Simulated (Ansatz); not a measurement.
SiC in space group P6_3/mmc (No. 194; Si on 2c, C on 2d), r²SCAN+D4 in the plane-wave PAW code Ansatz. The conduction-band minimum lies at M, with 3 equivalent valleys. Second derivatives d²E/dk² of the lowest band at one valley (eV·Å²), along Cartesian directions:

```json
[
 {"direction": "[100]", "d²E/dk²": "52.39"},
 {"direction": "[010]", "d²E/dk²": "7.984"},
 {"direction": "[001]", "d²E/dk²": "8.219"},
 {"direction": "[110]", "d²E/dk²": "30.20"},
 {"direction": "[101]", "d²E/dk²": "30.31"},
 {"direction": "[011]", "d²E/dk²": "8.102"}
]
```

Q: Find the principal effective masses, the density-of-states mass and the conductivity mass.

A: Off-diagonal terms follow from H_xy = H[110] − (H_xx + H_yy)/2, and m*/mₑ = 7.620 eV·Å² over each eigenvalue: 0.15, 0.93, 0.95. One valley's DOS mass (m₁m₂m₃)^(1/3) = 0.50, conductivity mass 3/(Σ 1/mᵢ) = 0.33 mₑ.

Q: What effective density of states Nc follows at 300 K for parabolic valleys?

A: Nc = 2.509e19 × 3 × (0.50)^(3/2) ≈ 2.7e19 cm⁻³.

The start of the workflow was typed in or built on a structure type; neither database checked (COD, Materials Project) lists it. It is not the phase usual at ambient conditions (space group No. 186, 216). The cell was relaxed with r²SCAN+D4 under the symmetry of its start; its stability against distortions is not shown here. The volume moved by -46 % from the start of the relaxation. Its formation energy is positive at this level, so the cell may be metastable or incomplete.

Potentials: the later of the program's two PAW sets.

Edges and masses are those of Kohn–Sham bands, whose gap is no quasiparticle gap.
